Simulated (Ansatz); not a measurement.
Two inputs for ZnS with Cd replacing Zn

Cell: a supercell of ZnS (space group P6_3mc) built from a COD entry, with all atoms left at the host's positions.

```xyz
32
Lattice="7.6454 0.0000 0.0000 -3.8227 6.6211 0.0000 0.0000 0.0000 12.5200" Properties=species:S:1:pos:R:3 pbc="T T T"
Cd    0.0000    0.0000    0.0000
Zn   -1.9114    3.3106    0.0000
Zn    3.8227    0.0000    0.0000
Zn    1.9114    3.3106    0.0000
Zn    0.0000    0.0000    6.2600
Zn   -1.9114    3.3106    6.2600
Zn    3.8227    0.0000    6.2600
Zn    1.9114    3.3106    6.2600
Zn    0.0000    2.2070    3.1300
Zn   -1.9114    5.5176    3.1300
Zn    3.8227    2.2070    3.1300
Zn    1.9113    5.5176    3.1300
Zn    1.9114    1.1035    9.3900
Zn    0.0000    4.4141    9.3900
Zn    5.7341    1.1035    9.3900
Zn    3.8227    4.4141    9.3900
S     0.0000    0.0000    2.3475
S    -1.9114    3.3106    2.3475
S     3.8227    0.0000    2.3475
S     1.9114    3.3106    2.3475
S     0.0000    0.0000    8.6075
S    -1.9114    3.3106    8.6075
S     3.8227    0.0000    8.6075
S     1.9114    3.3106    8.6075
S     0.0000    2.2070    5.4775
S    -1.9114    5.5176    5.4775
S     3.8227    2.2070    5.4775
S     1.9113    5.5176    5.4775
S     1.9114    1.1035   11.7375
S     0.0000    4.4141   11.7375
S     5.7341    1.1035   11.7375
S     3.8227    4.4141   11.7375
```

Sites (sets of like atoms) are named by element and the number of their first atom in this list.

Reference run. Method: Kohn–Sham DFT in Ansatz, PBE, plane waves and PAW, scalar-relativistic, 420 eV cutoff, Γ-centred 3×3×2 k-points, Fermi–Dirac smearing 0.01 eV.

(1) The input is changed as follows: `total_charge`: not typed → 1; `kpoints.mp_grid.grid`: [3, 3, 2] → [4, 4, 3]. What happens to V_zz (10²¹ V/m²) and η?

Results:

(1) 

| site | atom | V_zz reference | η reference | V_zz changed | η changed |
| --- | --- | --- | --- | --- | --- |
| Cd | 1 | 0.52 | 0.00 | -0.017 | 0.00 |
| Zn2 | 2 | 0.26 | 0.16 | 0.10 | 0.84 |
| Zn5 | 5 | 0.25 | 0.00 | 0.21 | 0.00 |
| Zn6 | 6 | 0.18 | 0.07 | 0.16 | 0.13 |
| S17 | 17 | -1.15 | 0.00 | -1.12 | 0.00 |
| S18 | 18 | 0.11 | 0.93 | 0.12 | 0.96 |
| S21 | 21 | 0.20 | 0.00 | -0.12 | 0.00 |
| S22 | 22 | 0.14 | 0.20 | 0.12 | 0.47 |
| S25 | 25 | 0.21 | 0.11 | 0.089 | 0.35 |
| S27 | 27 | 0.26 | 0.00 | 0.078 | 0.00 |
| S29 | 29 | -1.40 | 0.24 | -0.88 | 0.31 |
| S30 | 30 | 0.15 | 0.00 | -0.29 | 0.00 |

The largest change of V_zz along a kept axis is on Cd, from 0.52 to -0.017. On S29 V_xx and V_yy change places (or their axes turn by over 50°), so the two values of η hide a larger change. V_zz changes sign on S21 (same axis), S30 (same axis). On Zn2, S22, S18, Zn9, Zn13 (not all in the table) the largest principal value lies along another axis in the second run, so the two V_zz can't be compared directly. The table leaves out 4 of the 16 sites, with |V_zz| up to 0.14; their tensors move by 0.12 at most along any direction. The statements above cover all sites. The changed cell holds a charge of +1 on a uniform background, so it isn't the same centre. It has an odd number of electrons and no spin polarisation, so the extra carrier is shared by both spins and spread out, where a real one carries spin and can localise. The gap no longer holds the Fermi energy in the changed run, so its gradients also hang on the k-mesh and the smearing. SCF iterations: 8 and 11.

On the reference run: The defect repeats with the cell of 32 atoms, so it feels its images: sites between two images don't show the values beside a lone defect, and zeros or small values of η there can come from the images' arrangement. S and Zn carry a gradient in the pure host already, so the values there aren't the defect's effect alone. Without spin–orbit coupling (the program notes it for Cd) the gradients are little affected as a rule: paired runs on crystals with a gap mostly move them by under 2 % at such atoms. The neighbours have not yet relaxed around the defect (largest force 1.9 eV/Å), so a real crystal will differ.
